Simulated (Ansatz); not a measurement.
GaN:
```yaml
crystal:
  lattice:
    - [5.50919, 0.00000, 0.00000]
    - [0.00000, 5.50919, 0.00000]
    - [0.00000, 0.00000, 5.50919]
  atoms:
    - { symbol: Ga, position: [0.25000, 0.00000, 0.50000] }
    - { symbol: Ga, position: [0.50000, 0.25000, 0.00000] }
    - { symbol: Ga, position: [0.50000, 0.75000, 0.00000] }
    - { symbol: Ga, position: [0.75000, 0.00000, 0.50000] }
    - { symbol: Ga, position: [0.00000, 0.50000, 0.75000] }
    - { symbol: Ga, position: [0.00000, 0.50000, 0.25000] }
    - { symbol: N, position: [0.25000, 0.50000, 0.00000] }
    - { symbol: N, position: [0.00000, 0.25000, 0.50000] }
    - { symbol: N, position: [0.00000, 0.75000, 0.50000] }
    - { symbol: N, position: [0.75000, 0.50000, 0.00000] }
    - { symbol: N, position: [0.50000, 0.00000, 0.75000] }
    - { symbol: N, position: [0.50000, 0.00000, 0.25000] }
```

Relaxed with r²SCAN. Special points in fractions of this cell's reciprocal vectors: Γ (0.000, 0.000, 0.000); X (0.000, 0.500, 0.000); M (0.500, 0.500, 0.000); R (0.500, 0.500, 0.500).

Question: List the band energies nearest the valence-band maximum at these points for the program Ansatz at the r²SCAN level (PAW).

Answer: In eV from the valence-band maximum; about four levels below and three above (degenerate sets whole), none deeper than 8.9 eV; points with the same levels are listed once.

```tsv
k	below	above
Γ	-1.75 -1.75 -1.75 0.00 0.00 0.00	1.86 5.12 5.23 5.23 5.23
X	-0.88 -0.88 -0.24 -0.24	3.86 3.86 4.89 4.89
M	-1.14 -1.14 -0.90 -0.29	4.44 5.09 5.09
R	-1.62 -1.62 -1.62 -1.62	6.24 6.24 6.38 6.38 6.38 6.38 6.38 6.38
```

Space group Pm-3n. The start of the workflow was typed in or built on a structure type; neither database checked (COD, Materials Project) lists it. It is not the phase usual at ambient conditions (space group No. 186, 216). The cell was relaxed with r²SCAN under the symmetry of its start; its stability against distortions is not shown here. Spin–orbit coupling is left out wherever it is not named.

Potentials: the later of the program's two PAW sets.
